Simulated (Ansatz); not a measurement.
# CuP in the rocksalt structure

Computed with Ansatz (plane waves, PAW, 420 eV cutoff): PBEsol, scalar-relativistic, no spin polarisation, 12×12×12 k-mesh, Gaussian smearing of 0.05 eV. The datasets are Ansatz's generated set soft_2.

```cif
data_structure
_symmetry_space_group_name_H-M 'Fm-3m'
_symmetry_Int_Tables_number 225
_cell_length_a 4.7729
_cell_length_b 4.7729
_cell_length_c 4.7729
_cell_angle_alpha 90.000
_cell_angle_beta 90.000
_cell_angle_gamma 90.000
_cell_volume 108.73
loop_
_atom_site_label
_atom_site_type_symbol
_atom_site_symmetry_multiplicity
_atom_site_Wyckoff_symbol
_atom_site_fract_x
_atom_site_fract_y
_atom_site_fract_z
_atom_site_occupancy
Cu1 Cu 4 b 0.50000 0.00000 0.00000 1
P1 P 4 a 0.00000 0.00000 0.00000 1
```

This is a trial structure made by placing the elements on a prototype's sites, so it needn't be the stable form.

The cell above was scaled in volume, its shape and atoms being fixed by the lattice's symmetry. Energies are counted from the cell above.

```csv
V (Å³/atom),ΔE (meV/atom),P from the stress (GPa)
13.047,9.75,6.04
13.319,2.30,2.83
13.591,0.00,0.00
13.863,2.18,-2.50
14.134,8.33,-4.74
```

Q: Do the energies and the pressures agree? Compare −ΔE/ΔV between neighbouring points (1 meV/Å³ = 0.1602 GPa) with the mean of their pressures.

A: 
```csv
interval (Å³/atom),−ΔE/ΔV (GPa),mean P (GPa)
13.05 to 13.32,4.4,4.4
13.32 to 13.59,1.4,1.4
13.59 to 13.86,-1.3,-1.3
13.86 to 14.13,-3.6,-3.6
```
They differ by 0.06 GPa at most.

Q: What do the two routes give for V0, B0 and B0′?

A: A third-order Birch–Murnaghan fit of the energies: V0 = 13.59 Å³/atom, B0 = 133 GPa, B0′ = 5.5. A polynomial of P in ln V, with B = −dP/d ln V at P = 0: V0 = 13.59 Å³/atom, B0 = 133 GPa, B0′ = 5.0. B0′ isn't converged to its last digit.

B0·V0 = 132.7 GPa × 13.59 Å³ = 11.26 eV/atom sets the scale: near the minimum ΔE ≈ ½ B0 V0 x², with x = V/V0 − 1, and a pressure of 1.3 GPa squeezes the volume by about 1 %. At the ends of the curve: x = −4.0 % predicts 8.9 meV/atom and the run gives 9.8; x = +4.0 % predicts 9.1 meV/atom and the run gives 8.3. The lopsidedness is anharmonic: atoms resist being pushed together more than being pulled apart. The run is a metal.
